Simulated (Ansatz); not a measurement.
Input:

MoPd (rock salt, Fm-3m), a = b = c = 5.1452 Å, α = β = γ = 90.00°; the cell used has 2 atoms.

This is the PBEsol-relaxed structure.

Q: All from plane-wave PAW PBEsol (Ansatz code), unless another level is named. Predict the bulk modulus (Birch–Murnaghan fit).

A: 192 GPa.

Q: Predict the elastic constants (relaxed ions, GPa).

A: C11 = 293, C12 = 142, C44 = -8.7.

Q: And the highest zone-centre frequency?

A: 4.29 THz.

The start of the workflow was typed in or built on a structure type; neither database checked (COD, Materials Project) lists it. Whether it is the stable phase at ambient conditions was not checked. The cell was relaxed with PBEsol under the symmetry of its start. At this level the phase is mechanically unstable. The run is not spin-polarised. Its formation energy is positive at this level, so the cell may be metastable or incomplete. As this level gives no gap, shear constants depend on the k-mesh and smearing (Fermi–Dirac, 0.1 eV here). As this level gives no gap, phonon frequencies hold no LO–TO term and depend on the k-mesh and smearing (Fermi–Dirac, 0.1 eV here).

Potentials: the later of the program's two PAW sets.
